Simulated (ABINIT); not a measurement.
## Moving the functional in VWC2

Symmetry: R-3m, No. 166, trigonal system. The conventional cell has a = 3.034 Å, b = 3.034 Å, c = 14.802 Å, α = 90.00°, β = 90.00°, γ = 120.00°. W (site symmetry -3m) has 6 C at 2.17 Å as nearest neighbours. Around V (site symmetry -3m) lie 6 C at 2.11 Å. C (site symmetry 3m) has 3 V at 2.11 Å and 3 W at 2.17 Å as nearest neighbours.

The cell comes from a database or a generator and needn't be the stable form of this composition.

Kept alike: task band structure; k mesh 8 × 8 × 8; occupations fermi-dirac, width 0.05 eV; collinear spin, ferromagnetic start. Program: ABINIT, potentials by row: JTH PAW LDA v2.0 (LDA); JTH PAW PBE v2.0 (PBE, PBEsol), cutoff 517 eV. The mesh is that of the run's cell of 4 atoms. No spin-orbit coupling.

```csv
functional,pressure (GPa)
LDA,-16.52
PBE,-1.22
PBEsol,-9.44
```

Pressure is positive in compression; the values hold the error of the finite cutoff, so their zero can differ a little from the energy's minimum. For a metal such a mesh leaves the last digits unconverged. The moments vanished: the runs ended non-magnetic. Potentials were made for LDA (LDA); PBE (PBE, PBEsol).

Q: What does the functional change here?

A: The pressure runs from -16.52 (LDA) to -1.22 GPa (PBE). From PBE: LDA -15.30; PBEsol -8.22. A positive pressure means that the functional's own cell is larger than the one given, a negative one that it is smaller.
